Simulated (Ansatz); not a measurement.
Relaxed candidate structures of TiC2:

A. Fddd, origin choice 1 (No. 70), oF24; a = 4.060 Å, b = 6.302 Å, c = 8.350 Å, α = 90.00°, β = 90.00°, γ = 90.00°; C 16g (0.000, 0.000, 0.090); Ti 8b (0.500, 0.500, 0.500)

B. P6/mmm (No. 191), hP3; a = b = 2.6587 Å, c = 3.8619 Å, α = β = 90.00°, γ = 120.00°; Ti 1a (0.000, 0.000, 0.000); C 2d (0.333, 0.667, 0.500)

C. I4₁/amd, origin choice 1 (No. 141), tI12, anatase type; a = b = 4.030 Å, c = 9.723 Å, α = β = γ = 90.00°; Ti 4b (0.000, 0.000, 0.500); C 8e (0.000, 0.000, 0.280)

Put the candidates in order of energy per atom, lowest first, for r2SCAN (plane waves to 500 eV, PAW, scalar-relativistic; Ansatz, a first-principles code).

A (reference, the lowest among the structures calculated here), B (+0.14 eV/atom), C (+1.16 eV/atom)

Each run could gain symmetry but not lose that of its start, so entries can be saddle points. All of these are generated cells (placed on structure types, drawn at random, substituted or restacked) that were not matched to a known phase here. The real structure of this composition may not be among these, and whether this composition forms is not checked here. Energies are at zero temperature and pressure, without zero-point motion. Each cell has its own k-point mesh; energy differences are given only to the digits this allows. No spin polarisation in the result.
